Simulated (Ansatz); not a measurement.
LaSi2Au2:
```
LaSi2Au2
1.0
   -2.19064     2.19064     5.10599
    2.19064    -2.19064     5.10599
    2.19064     2.19064    -5.10599
La Si Au
1 2 2
Direct
  0.00000   0.00000   0.00000
  0.38408   0.38408   0.00000
  0.61592   0.61592   0.00000
  0.75000   0.25000   0.50000
  0.25000   0.75000   0.50000
```

Relaxed with r²SCAN. Special points in fractions of this cell's reciprocal vectors: Γ (0.000, 0.000, 0.000); X (0.000, 0.000, 0.500); P (0.250, 0.250, 0.250); N (0.000, 0.500, 0.000); M (0.500, 0.500, -0.500); S (0.296, 0.704, -0.296); S0 (-0.296, 0.296, 0.296); R (-0.092, 0.092, 0.500); G (0.500, 0.500, -0.092).

Question: List the band energies nearest the Fermi level at these points for DFT-r²SCAN in the program Ansatz with PAW potentials.

Answer: In eV from the Fermi level; about four levels below and three above (degenerate sets whole), none deeper than 8.9 eV; points with the same levels are listed once.

| k | below | above |
|---|---|---|
| Γ | -3.52 -2.25 -2.25 -0.95 | 0.12 0.12 0.40 |
| X | -2.75 -2.73 -2.23 -2.15 | 1.62 1.83 2.14 |
| P | -2.74 -2.74 -2.22 -2.22 | 1.59 1.96 1.96 |
| N | -5.34 -4.71 -3.04 -1.54 | 0.21 0.83 1.14 |
| M | -2.05 -2.05 -0.83 -0.57 | 1.67 1.76 1.87 1.87 |
| S | -5.08 -1.53 -1.52 -0.97 | 1.30 1.48 1.91 |
| R | -2.73 -2.29 -2.22 -1.81 | 1.62 1.86 2.11 |

Space group I4/mmm. The workflow started from an entry of the Crystallography Open Database (COD). Its standing as an ambient phase is unchecked. The r²SCAN relaxation kept the symmetry of its start; whether a distortion lowers the energy is not shown. Scalar-relativistic: spin–orbit coupling is off unless named, which matters more the heavier the elements.

Potentials: the later of the program's two PAW sets.
